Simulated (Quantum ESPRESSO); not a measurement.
# Planted mistakes on one cell of AlSi2FO5

Calculated results; nothing here was measured. They come from pw.x of Quantum ESPRESSO 7.5, a plane-wave density functional program, with PseudoDojo standard norm-conserving files (v0.5 for PBE, v0.4.1 for LDA and PBEsol). The cells are made up: elements, strain and atom displacements were drawn at random, and nothing was relaxed. There is no spin polarisation, spin-orbit coupling or dispersion term.

The cell has 9 sites of a quartz lattice. Sites 1 to 3 hold Al Si Si; sites 4 to 9 hold F O O O O O. Cell vectors in Å: (4.986, 0.035, -0.030); (-2.462, 4.292, -0.042); (-0.033, -0.073, 5.490). Settings: PBE, cutoff 1143 eV, 5 x 5 x 4 k mesh shifted by half a step, Fermi-Dirac smearing of 0.025 eV.

The intended run has a self-consistency threshold of 1e-07 eV, a smearing term of 0.000 eV, a pressure of 18.13 GPa and 12 iterations. Each further run changes one thing: all lengths scaled by 0.9868; atoms of sites 1 and 3 exchanged; cutoff 588 eV; files of LDA; k mesh 1 x 1 x 1; one electron added; smearing 0.46 eV; threshold 0.2 eV. A coarse mesh keeps the shift, and a charged cell sits in a uniform background.

```
run,change of free energy (eV),smearing term -TS (eV),change of P (GPa),largest change of a force component (eV/Å),iterations
A,0.030,0.000,1.23,0.170,5
B,-0.120,0.000,0.18,0.753,12
C,0.645,0.000,8.81,1.014,12
D,7.891,-0.003,19.92,2.367,12
E,10.838,0.000,-54.64,0.164,12
F,-0.025,-0.130,0.23,0.090,12
G,-1.450,0.000,-0.05,5.025,11
H,2.110,0.000,-8.74,0.626,12
```

A rerun of the intended cell at 1437 eV and k mesh 7 x 7 x 6 moved values by no more than 0.003 eV in the cell's energy, 0.02 GPa in stress and 0.002 eV/Å in force.

Question: which change belongs to which run?

## Worked reading

Run A has the fewest iterations, as a run stopped early does. Run F has the largest smearing term, as wide smearing gives. Run E has a higher energy and the largest fall in pressure, as too small a basis gives. Run C changes the volume by a factor of 0.9609; minus its pressure change over the logarithm of that factor, 221 GPa, is a rough bulk modulus with clamped atoms. Energies from files of another functional, or of a charged cell, have another zero and say nothing on stability; the pressure of a charged cell rests on the program's zero of potential too.

## Key

| run | change |
| --- | --- |
| A | threshold 0.2 eV |
| B | k mesh 1 x 1 x 1 |
| C | all lengths scaled by 0.9868 |
| D | one electron added |
| E | cutoff 588 eV |
| F | smearing 0.46 eV |
| G | atoms of sites 1 and 3 exchanged |
| H | files of LDA |